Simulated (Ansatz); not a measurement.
## Calculated O-17 NMR of the central transition for NaZnSO₄F

Cell: a computed structure from the Materials Project (it need not be an observed phase).

Space group C2/c (No. 15); a = 6.8275, b = 8.6854, c = 7.2457 Å, β = 113.77°.

```csv
site,Wyckoff,site symmetry,x,y,z
Na,4e,2,0.5000,0.1634,0.2500
Zn,4a,-1,0.0000,0.0000,0.0000
S,4e,2,0.5000,0.8204,0.2500
O7,8f,1,0.6007,0.7218,0.1422
O11,8f,1,0.3355,0.9223,0.1010
F,4e,2,0.5000,0.4143,0.2500
```

One atom of each set is listed; the run and its k-mesh use a cell of 16 atoms with edges of 5.52, 5.52, 7.25 Å.

Method: Kohn–Sham DFT in Ansatz, PBE, plane waves and PAW, scalar-relativistic, 420 eV cutoff, Γ-centred 5×5×4 k-points, Fermi–Dirac smearing 0.02 eV.

O-17 has I = 5/2 and Q = -25.58 mb (Pyykkö 2018); at 21.1 T its Larmor frequency is ν₀ = 121.8 MHz. Only the quadrupole interaction is simulated: positions count from each site's isotropic chemical shift, and J coupling is left out, as are shift anisotropy and dipolar coupling, which fast spinning averages.

**Question.** Give C_Q, η, the quadrupolar product P_Q = |C_Q|(1 + η²/3)^½, the second-order isotropic shift and the breadth of the pattern (fast magic-angle spinning) for each O site.

**Answer.** 

```
site                                                          first shell  C_Q (MHz)     η  P_Q (MHz)  δ_QIS (ppm)  breadth (kHz)
  O7  1 S at 1.50 Å, 1 Zn at 2.16 Å, angle 129°; also 2 Na at 2.57–2.82 Å      -8.89  0.14       8.92        -32.2           8.73
 O11   1 S at 1.49 Å, 1 Zn at 2.21 Å, 1 Na at 2.42 Å; also 1 Na at 3.25 Å      -9.01  0.10       9.02        -32.9           8.84
```

δ_QIS = −(ν_Q²/30ν₀²)[I(I+1) − 3/4](1 + η²/3) × 10⁶ ppm with ν_Q = 3|C_Q|/[2I(2I−1)]; it falls as 1/B₀² in ppm, and the breadth as 1/B₀ in kHz.

At O7 V_zz points along the shorter of its two bonds, to S (within 5°). At O11 V_zz points along its shortest bond, to S (within 3°).

Hardware: 1 thread of Intel Xeon Platinum 8488C (Sapphire Rapids) (x86_64; 2 cores open to the job, memory cap 2.5 GiB, no GPU), a shared host with a load of 0.2 a core. Wall time 25 s, CPU time 25 s, peak memory 0.78 GiB.
